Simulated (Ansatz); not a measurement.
ZrO2:
Space group Pbca (No. 61); a = 5.5525 Å, b = 9.9853 Å, c = 5.7786 Å, α = β = γ = 90.00°

```tsv
atom	site	symmetry	x	y	z
Zr	8c	1	0.1481	0.3702	0.4069
O	8c	1	0.3300	0.4853	0.1553
O	8c	1	0.4759	0.2681	0.3761
```

Relaxed with r²SCAN.

Problem. Tabulate the valence density and the electron localisation function along the shortest Zr–Zr contact (3.25 Å), DFT-r²SCAN in the program Ansatz with PAW potentials.

Solution. 

```csv
distance from Zr (Å),density (e/Å³),ELF
0.33,4.05,0.51
0.49,3.84,0.77
0.65,2.61,0.80
0.81,1.33,0.63
0.98,0.59,0.25
1.14,0.31,0.08
1.30,0.23,0.07
1.46,0.21,0.08
1.63,0.21,0.09
1.79,0.21,0.08
1.95,0.23,0.07
2.11,0.31,0.08
2.28,0.59,0.25
2.44,1.33,0.63
2.60,2.61,0.80
2.76,3.84,0.77
2.93,4.05,0.51
```

The density is the valence pseudo-density with augmentation charge, so density and ELF within about 1 Å of a nucleus are not all-electron values.

The cell is a constructed one: a structure type filled with these elements; the Crystallography Open Database copy checked does not list it. It is not the phase usual at ambient conditions (space group No. 14). Symmetry was held in the r²SCAN relaxation; whether a distortion lowers the energy is not shown. The run is not spin-polarised.

Potentials: the later of the program's two PAW sets.
